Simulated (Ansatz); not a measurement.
Polymorphs of Ge, each relaxed with plane-wave PAW LDA (Ansatz code):

A: P6_3/mmc
a = b = 3.9590 Å, c = 6.5323 Å, α = β = 90.00°, γ = 120.00°

```json
[
 {"atom": "Ge", "site": "4f", "symmetry": "3m.", "x": "0.6667", "y": "0.3333", "z": "0.0629"}
]
```

B: β-Sn type (I4_1/amd)
a = b = 5.070 Å, c = 2.784 Å, α = β = γ = 90.00°

```json
[
 {"atom": "Ge", "site": "4b", "symmetry": "-4m2", "x": "0.0000", "y": "0.0000", "z": "0.5000"}
]
```

### Question
Put the candidates in order of energy per atom at 0 K, lowest first, for LDA.

### Answer
A (+0 meV/atom), B (+163 meV/atom)

Not the usual ambient phase: A; B. All cells were relaxed under the symmetry of their starts (and spin orders); stability against distortions was not tested throughout. Scalar-relativistic: spin–orbit coupling is off unless named, which matters more the heavier the elements.

Energies hold the estimated change up to a 700 eV cutoff; steps of a few meV lie near the error of the meshes.

Potentials: the later of the program's two PAW sets.
